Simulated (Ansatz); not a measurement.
Level of theory: Ansatz, DFT PBE, scalar-relativistic, plane waves, PAW. All cells share a 420 eV cutoff and Γ-centred k meshes spaced about 0.3 Å⁻¹ or finer (0.25 for metals, 2π included). No spin polarisation.

Temperature and zero-point effects are left out.

Compare these two cells of ScGa5S, each relaxed at this level.

A.

```xyz
7
Lattice="3.8369 0.0000 0.0000 0.0000 3.8369 0.0000 0.0000 0.0000 9.0277" Properties=species:S:1:pos:R:3 pbc="T T T"
Sc    0.0000    0.0000    4.5139
Ga    1.9184    0.0000    7.1083
Ga    0.0000    1.9184    1.9195
Ga    0.0000    1.9184    7.1083
Ga    1.9184    0.0000    1.9195
Ga    1.9184    1.9184    0.0000
S     1.9184    1.9184    4.5139
```

B.

```xyz
7
Lattice="3.6806 0.0000 0.0000 0.0000 3.6806 0.0000 0.0000 0.0000 10.2732" Properties=species:S:1:pos:R:3 pbc="T T T"
Sc    0.0000    0.0000    0.0000
Ga    0.0000    0.0000    5.1366
Ga    0.0000    1.8403    2.9089
Ga    0.0000    1.8403    7.3643
Ga    1.8403    0.0000    7.3643
Ga    1.8403    0.0000    2.9089
S     1.8403    1.8403    0.0000
```

Question: Which placement of the atoms is lower in energy, and by how much?

Answer: They are level within the accuracy (5 meV/atom apart, with A the lower in these runs). The two share one framework of sites and differ in which element sits where. A has space group P4/mmm (No. 123), 19.0 Å³/atom and no gap on its mesh; B has space group P4/mmm (No. 123), 19.9 Å³/atom and no gap. Counting Ga or Sc atoms around S (for each partner element, those within 1.25 times its shortest distance or 1.15 times the sum of covalent radii, where it is the nearest in units of that sum or under 1.3), A and B both have S 4. In A, Sc has 4 S at 2.71 Å and 8 Ga at 3.23 Å; around Ga on a site of symmetry 2mm lie 6 Ga at 2.71 Å, 2 S at 3.23 Å and 2 Sc at 3.23 Å; S is surrounded by 4 Sc at 2.71 Å and 8 Ga at 3.23 Å; 1 more site not described. In B, Sc is surrounded by 4 S at 2.60 Å, 8 Ga at 3.44 Å and 4 Sc at 3.68 Å; around Ga on a site of symmetry 4/mmm lie 8 Ga at 2.89 Å; S is surrounded by 4 Sc at 2.60 Å; 1 more site not described. Both come from trial cells of a structure search, whose lowest cell (P4/nmm, 18.7 Å³/atom) lies 105 meV/atom below the lower of the two.

For metals, differences of a few meV/atom aren't resolved. Trial moments fell under 0.15 μB along the way in P4/mmm; another start might hold them. Cells relaxed within their symmetry can be saddle points.
